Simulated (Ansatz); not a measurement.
Band structure of Ba$_{2}$Fe$_{2}$Se$_{2}$OF$_{2}$

```xyz
9
Lattice="-2.0973 2.0973 9.7610 2.0973 -2.0973 9.7610 2.0973 2.0973 -9.7610" Properties=species:S:1:pos:R:3 pbc="T T T"
Ba    0.0000    0.0000   13.0685
Ba    0.0000    0.0000    6.4535
Fe    2.0973    0.0000    0.0000
Fe    0.0000    2.0973    0.0000
Se    0.0000    0.0000    1.7535
Se    0.0000    0.0000   17.7685
O     0.0000    0.0000    9.7610
F     2.0973    0.0000    4.8805
F     0.0000    2.0973    4.8805
```

Atoms are numbered in the order listed.

The geometry is COD entry 4107933, unchecked; take it as a test cell.

Semilocal functionals without U often leave such compounds metallic or with too small a gap, and the real magnetic order may differ.

The magnetic state is the one reached from the start moments; no search over orders was made, so it needn't be the ground state.

Spin–orbit coupling is left out, though it moves levels of the heavy atoms by tenths of an eV or more.

These are results of DFT, LDA, all-electron LAPW, scalar-relativistic (Ansatz 0.2.0), not measurements.

Numerical set-up: a Γ-centred 10×10×10 k mesh, Fermi–Dirac smearing of 0.03 eV, basis error target 1 meV/atom, spin-polarised from start moments Fe3 3, Fe4 3 μB, ending with a cell moment of 7.99 μB.

Points in fractions of the reciprocal vectors of this cell: Γ (0, 0, 0), X (0, 0, 0.5), P (0.25, 0.25, 0.25), N (0, 0.5, 0), M (0.5, 0.5, -0.5), S (0.262, 0.738, -0.262), S0 (-0.262, 0.262, 0.262). The path joins them by straight lines in the order Γ–X–P–N–Γ–M–S–S0–Γ; legs that retrace an earlier one aren't tabulated. Energies are in eV from the Fermi level.

**Question.** Is there a gap?

**Answer.** None at this level of theory (metallic, semimetallic, or a small gap that the functional closes).

**Question.** List the levels between -5 and 5 eV at the symmetry points.

**Answer.** 
Γ spin-up: -4.71 (×2), -4.21 (×2), -4.02, -3.80, -2.99 (×2), -2.95, -2.87, -2.34, -2.03, -1.90 (×2), -1.69, -1.56, -0.51 (×2), 1.76, 2.05, 2.15, 3.98, 4.14, 4.49, 4.97
Γ spin-down: -4.78 (×2), -4.63, -4.42 (×2), -3.53, -2.70 (×2), -1.62 (×2), -1.43, -1.16, -0.48, -0.24, 0.29 (×2), 0.70, 1.23, 1.31, 1.42 (×2), 1.89, 2.44, 2.82, 4.08, 4.42, 4.73
X spin-up: -4.72 (×2), -4.60, -4.50, -3.86, -3.85, -3.34, -3.28, -2.97, -2.96, -2.87, -2.77, -1.88 (×2), -1.49, -0.53, -0.05, -0.05, 3.41, 3.77, 4.73, 4.85
X spin-down: -4.99, -4.95, -4.71 (×2), -4.00, -3.62, -3.46, -3.42, -3.12, -3.06, -2.49, -0.40 (×2), 0.53, 0.59, 1.00 (×2), 1.12, 1.48, 2.20, 2.21, 3.56, 3.98, 4.92
P spin-up: -4.72 (×2), -4.55 (×2), -3.85, -3.85, -3.31 (×2), -2.97 (×2), -2.87, -2.77, -1.88 (×2), -1.49, -0.53, -0.05 (×2), 3.55, 3.56, 4.93 (×2), 4.95
P spin-down: -4.97 (×2), -4.71 (×2), -4.01, -3.61, -3.44 (×2), -3.09 (×2), -2.49, -0.40 (×2), 0.53, 0.59, 1.00 (×2), 1.12, 1.48, 2.20 (×2), 3.70, 3.76
N spin-up: -4.80, -4.51, -4.42, -3.99, -3.64, -3.42, -3.26, -2.76, -2.67, -2.67, -2.04, -2.01, -1.93, -1.79, -0.84, -0.79, -0.29, 2.26, 3.00, 3.52, 3.70, 4.39, 4.80, 4.91
N spin-down: -4.46, -4.28, -4.02, -3.54, -2.59 (×2), -2.19, -1.95, -0.27, -0.07, -0.07, 0.21, 0.72, 0.90, 0.94, 1.18 (×2), 1.95, 2.66, 3.20, 3.77, 4.08, 4.70
M spin-up: -4.95 (×2), -4.84, -4.78 (×2), -4.19 (×2), -4.02, -3.80, -2.99 (×2), -2.96, -2.87, -2.34, -2.03, -2.01, -1.91 (×2), -1.52, -0.49 (×2), 1.71, 2.35, 2.63, 3.48, 3.71, 4.64, 4.75, 4.96
M spin-down: -4.75 (×2), -4.44 (×2), -4.29, -3.53, -2.69 (×2), -1.75, -1.64 (×2), -1.16, -0.52, -0.28, 0.29 (×2), 0.70, 1.23, 1.34, 1.44 (×2), 2.28, 2.50, 3.06, 3.87, 3.93, 4.83
S spin-up: -4.78, -4.50, -4.43, -3.99, -3.64, -3.43, -3.25, -2.75, -2.67, -2.66, -2.04, -2.01, -1.94, -1.79, -0.84, -0.79, -0.30, 2.29, 2.97, 3.60, 3.67, 4.40, 4.59
S spin-down: -4.46, -4.28, -4.00, -3.55, -2.59 (×2), -2.21, -1.93, -0.28, -0.07, -0.06, 0.20, 0.73, 0.90, 0.94, 1.17, 1.18, 1.94, 2.68, 3.16, 3.83, 4.08, 4.71, 5.00
S0 spin-up: -4.78, -4.50, -4.43, -3.99, -3.64, -3.43, -3.25, -2.75, -2.67, -2.66, -2.04, -2.01, -1.94, -1.79, -0.84, -0.79, -0.30, 2.29, 2.97, 3.60, 3.67, 4.40, 4.59
S0 spin-down: -4.46, -4.28, -4.00, -3.55, -2.59 (×2), -2.21, -1.93, -0.28, -0.07, -0.06, 0.20, 0.73, 0.90, 0.94, 1.17, 1.18, 1.94, 2.68, 3.16, 3.83, 4.08, 4.71, 5.00
